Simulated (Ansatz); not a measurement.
Cr (bcc (W type), space group No. 229) at seven volumes, DFT-PBE in the program Ansatz with PAW potentials, scaled uniformly. One row is withheld.

| V (Å³/atom) | P (GPa) |
|---|---|
| 10.709 | 23.02 |
| 11.062 | ? |
| 11.415 | 6.30 |
| 11.768 | -0.01 |
| 12.121 | -5.00 |
| 12.474 | -8.82 |
| 12.827 | -11.71 |

Fit the shown pressures and predict the withheld one.

P = (3/2)B₀(x^(7/2) − x^(5/2))[1 + (3/4)(B′ − 4)(x − 1)] with x = (V₀/V)^(2/3). Least squares on the six rows gives V₀ = 11.770 Å³/atom, B₀ = 181 GPa, B′ = 6.37. At V = 11.062, x = 1.0422 and P = 13.67 GPa. The run itself gave 13.87 GPa.

Space group Im-3m (bcc (W type)). Symmetry was held in the PBE relaxation, as lowered by the spin order. Spin order of the final state: antiferromagnetic, chosen from 3 collinear starts compared on coarse meshes (ties went to the first, and starts can fall back to one state), not a proven ground state. Textbook magnetic order: a spin-density-wave antiferromagnet.

Potentials: the earlier of the program's two PAW sets.
